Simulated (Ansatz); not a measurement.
A plane-wave DFT run in Ansatz 0.2.0 (scalar-relativistic PAW potentials unless the input names others): input and command.

```yaml
crystal:
  lattice:
    - [3.293332276, -3.6919375971, 0.0]
    - [3.293332276, 3.6919375971, 0.0]
    - [0.0, 0.0, 3.7203545651]
  atoms:
    - { symbol: Al, position: [0.5, 0.5, -0.0671978962] }
    - { symbol: Al, position: [0.7796888787, 0.2203111213, 0.4328021038] }
    - { symbol: Al, position: [0.2203111213, 0.7796888787, 0.4328021038] }
    - { symbol: Ni, position: [0.0, 0.0, 0.0] }
    - { symbol: Ni, position: [0.0, 0.5, 0.0] }
    - { symbol: Ni, position: [0.5, 0.0, 0.0] }
    - { symbol: Ni, position: [0.2762373066, 0.2762373066, 0.5] }
    - { symbol: Ni, position: [0.7237626934, 0.7237626934, 0.5] }
basis:
  ecutwfc: "20 eV"
kpoints:
  mp_grid: { grid: [8, 8, 10] }
hamiltonian:
  xc: pbesol
scf:
  occupations: { method: gaussian, width: 0.15 }
  max_iter: 50
output:
  forces: true
  eigenvalues: true
  stress: true
```

```bash
ansatz run input.yaml --threads 2 --pin off --max-ram 5120MiB --backend cpu --events-out ev --progress --plain --runs-dir out
```

Question: What is wrong with this input?

Answer: The program refuses it, because of a cutoff far too low (basis.ecutwfc: 420 → "20 eV"). With the sound run's settings it is accepted.

Abridged log:
```
Error: inconsistent input (basis.ecutwfc, kpoints): the smallest per-k basis holds n_pw = 16 plane waves (k-point 17, counted from 0 among those solved) but the deck needs at least 51 band(s) per channel, and no run solves more bands than the smallest per-k basis has plane waves; raise basis.ecutwfc until the smallest per-k basis, which caps the automatic band count, holds at least 51 plane waves
```

Cost: 1 run of about 0.0068 core-minutes, on Intel Xeon Processor @ 2.50GHz (Skylake/Cascade Lake) (shared hosts).